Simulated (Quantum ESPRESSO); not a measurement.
## Si3FO4N (convergence and cost over cutoff and k mesh)

Simulated, not a measurement. The program is pw.x of Quantum ESPRESSO 7.5 (plane-wave density functional theory). The cell is made up: 9 atoms on a quartz lattice, with randomly drawn elements, strain and displacements, not relaxed. PseudoDojo standard norm-conserving files (v0.5 for PBE, v0.4.1 for LDA and PBEsol) set the functional; there is no spin polarisation, spin-orbit coupling or dispersion term, and the masses in the input are unused placeholders.

Input of the run in row 2:

```
&control calculation='scf', pseudo_dir='./dojo.nc.sr.pbe.v0_5.standard.upf', outdir='./o', disk_io='low', tprnfor=.true., tstress=.true. /
&system ibrav=0, nat=9, ntyp=4, nbnd=30, ecutwfc=84.00895049, nosym=.true., tot_charge=0,
 occupations='smearing', smearing='fd', degauss=0.0018374661
/
&electrons conv_thr=7.350e-09, electron_maxstep=60, /
ATOMIC_SPECIES
F 1.0 F.upf
N 1.0 N.upf
O 1.0 O.upf
Si 1.0 Si.upf
CELL_PARAMETERS angstrom
4.8619 0.0589 -0.0193
-2.3799 4.2113 -0.0172
-0.0212 -0.034 5.4393
ATOMIC_POSITIONS angstrom
Si 2.2868 0.0041 3.5976
Si -1.1084 1.9824 1.8533
Si 1.3026 2.3739 0.0226
F 1.4213 1.0875 4.2574
O 3.2177 0.705 2.4254
O 2.7467 2.4804 0.647
O 0.2883 1.7932 1.2167
N -1.0768 3.0394 2.8777
O 0.7778 3.5728 4.6961
K_POINTS automatic
5 5 4 1 1 1
```

The same cell was run at these settings. Meshes are shifted by half a step, and differences are from the last row, which is itself not exact.

| cutoff (eV) | k mesh | k points solved | threshold (eV) | free energy less the last row's (eV) | pressure (GPa) | largest stress difference (GPa) | largest force difference (eV/Å) | iterations | wall time (s) | k-point pools | processor |
| --- | --- | --- | --- | --- | --- | --- | --- | --- | --- | --- | --- |
| 800 | 2 x 2 x 2 | 4 | 1e-04 | 0.905 | 12.24 | 9.25 | 0.024 | 8 | 9 | 4 | Intel Xeon, 2023 or later |
| 1143 | 5 x 5 x 4 | 50 | 1e-07 | 0.002 | 21.40 | 0.02 | 0.001 | 12 | 74 | 4 | Intel Xeon, 2023 or later |
| 1437 | 7 x 7 x 6 | 147 | 1e-07 | 0.000 | 21.42 | 0.00 | 0.000 | 12 | 357 | 4 | Intel Xeon, 2023 or later |

Each pool is one process. Wall times include start-up and a band step at six k points, which weighs most on the coarsest meshes. The runs were on shared virtual cores whose load varied, so times are rough.